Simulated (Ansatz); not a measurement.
Problem. Write an Ansatz input for a single-point calculation of GdMg with PBEsol (scalar-relativistic), a cutoff of 420 eV (density cutoff 4 times that), a Γ-centred 10×10×10 mesh and Gaussian smearing of 0.05 eV, with collinear spin, starting moments 7.00, 0.00 μB on the atoms in order. Forces, stress and eigenvalues are wanted, and also Löwdin populations. The structure:
```
Gd Mg
1.0
     3.8541685644    0.0000000000    0.0000000000
     0.0000000000    3.8541685644    0.0000000000
     0.0000000000    0.0000000000    3.8541685644
Gd Mg
1 1
Direct
  0.0000000000 0.0000000000 0.0000000000
  0.5000000000 0.5000000000 0.5000000000
```

Solution. 
```yaml
crystal:
  lattice:
    - [3.8541685644, 0.0, 0.0]
    - [0.0, 3.8541685644, 0.0]
    - [0.0, 0.0, 3.8541685644]
  atoms:
    - { symbol: Gd, position: [0.0, 0.0, 0.0], spin: 7.0 }
    - { symbol: Mg, position: [0.5, 0.5, 0.5] }
basis:
  ecutwfc: 420
  ecutrho_ratio: 4
kpoints:
  mp_grid: { grid: [10, 10, 10] }
hamiltonian:
  xc: pbesol
scf:
  occupations: { method: gaussian, width: 0.05 }
output:
  forces: true
  stress: true
  eigenvalues: true
  populations: true
magnetization:
  spin_polarized: true
```

Launched as:
```sh
ansatz run input.yaml --threads 4 --pin off --max-ram 8192MiB --backend cpu --events-out ev --progress --plain --runs-dir out
```

Run as written, it has 28 valence electrons, 1141 plane waves at Γ, 48 symmetry operations and 56 irreducible k-points; it took 10 SCF iterations in all. Cost: 3.3 s on 4 threads of Arm Neoverse V2, on a shared host, peak memory 0.46 GiB.

The start was a prototype's sites filled with these elements; the Crystallography Open Database holds the compound in this structure.
